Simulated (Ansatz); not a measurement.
La2O3 (La2O3 or Ni2Al3 type, space group No. 164), DFT-LDA in the program Ansatz with PAW potentials. The conduction-band minimum lies at K, with 2 equivalent valleys. Second derivatives d²E/dk² of the lowest band at one valley (eV·Å²), along Cartesian directions:

```
direction  d²E/dk²
---------  -------
[100]        5.852
[010]        5.853
[001]        5.926
[110]        5.851
[101]        5.892
[011]        5.892
```

Question: Find the principal effective masses, the density-of-states mass and the conductivity mass.

Answer: Off-diagonal terms follow from H_xy = H[110] − (H_xx + H_yy)/2, and m*/mₑ = 7.620 eV·Å² over each eigenvalue: 1.3, 1.3, 1.3. One valley's DOS mass (m₁m₂m₃)^(1/3) = 1.3, conductivity mass 3/(Σ 1/mᵢ) = 1.3 mₑ.

Question: What effective density of states Nc follows at 300 K for parabolic valleys?

Answer: Nc = 2.509e19 × 2 × (1.3)^(3/2) ≈ 7.4e19 cm⁻³.

Question: With the computed static dielectric constant 24.3 (mean of the diagonal), estimate a hydrogenic donor's binding energy and radius.

Answer: E = 13.606 eV × 1.3/24.3² ≈ 30 meV; a = 0.529 Å × ε/m* ≈ 9.9 Å. Semilocal masses tend to be too small where the gap is.

Space group P-3m1 (La2O3 or Ni2Al3 type). Symmetry was held in the LDA relaxation; phonons on a q-mesh show no instability. Spin–orbit coupling is left out wherever it is not named.

Potentials: the earlier of the program's two PAW sets.
